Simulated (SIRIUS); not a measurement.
A self-consistent single point of CdTe (F-43m, 8 atoms in the cell; from Materials Project mp-406, changed as shown).

```
CELL_PARAMETERS angstrom
      6.43295     0.00000     0.00000
      0.00000     6.43295     0.00000
      0.00000     0.00000     6.43295
ATOMIC_POSITIONS crystal
  Cd 0.00000 0.00000 0.00000
  Cd 0.00000 0.50000 0.50000
  Cd 0.50000 0.00000 0.50000
  Cd 0.50000 0.50000 0.00000
  Te 0.25000 0.25000 0.75000
  Te 0.25000 0.75000 0.25000
  Te 0.75000 0.25000 0.25000
  Te 0.75000 0.75000 0.75000
```

Level of theory: PBE, GBRV PBE ultrasoft pseudopotentials (plane waves; SIRIUS).

SIRIUS settings:

| key | value |
|---|---|
| parameters.ngridk | 4 4 4 |
| parameters.xc_functionals | [XC_GGA_X_PBE, XC_GGA_C_PBE] |
| parameters.gk_cutoff | 6.325 1/bohr |
| parameters.pw_cutoff | 14.143 1/bohr |
| parameters.smearing | fermi_dirac |
| parameters.smearing_width | 0.000734986 Ha |
| potentials | GBRV PBE ultrasoft pseudopotentials |
| parameters.electronic_structure_method | pseudopotential |
| parameters.num_bands | 43 |
| parameters.num_mag_dims | 0 |
| parameters.num_dft_iter | 100 |
| parameters.energy_tol | 1e-07 Ha |
| parameters.density_tol | 1e-06 |
| mixer.type | anderson |
| mixer.beta | 0.5 |
| mixer.use_hartree | false |

Results:

```
Quantity                                                  Value
------------------------------------------------  -------------
Number of valence electrons                                  72
Number of bands                                              43
Number of k-points after the program's reduction             10
Number of plane waves (most at a k-point)                  7712
Number of SCF iterations                                     33
FFT grid                                           60 × 60 × 60
Free energy E − TS                                -7689.0052 eV
Top of the valence band (on the code's own zero)        5.43 eV
Gap on the k-point mesh                                 0.83 eV
Pressure                                               3.80 GPa
```

Stress (GPa, positive for compression):
```
3.80  0.00  0.00
0.00  3.80  0.00
0.00  0.00  3.80
```

Gaps are taken between levels on the mesh.

For comparison: a first run was changed to give this one (lattice scaled by 0.98), and from it to this one the free energy rises by 32.0 meV/atom, the pressure goes from 0.96 to 3.80 GPa and the gap on the mesh goes from 0.649 to 0.830 eV.

Spin-orbit coupling is left out, which matters for bands and gaps with elements this heavy. The structure comes from a collection of computed structures, made at another level of theory; the collection holds predicted forms beside known ones.

Cost on one core: very roughly 2.9 core-minutes.
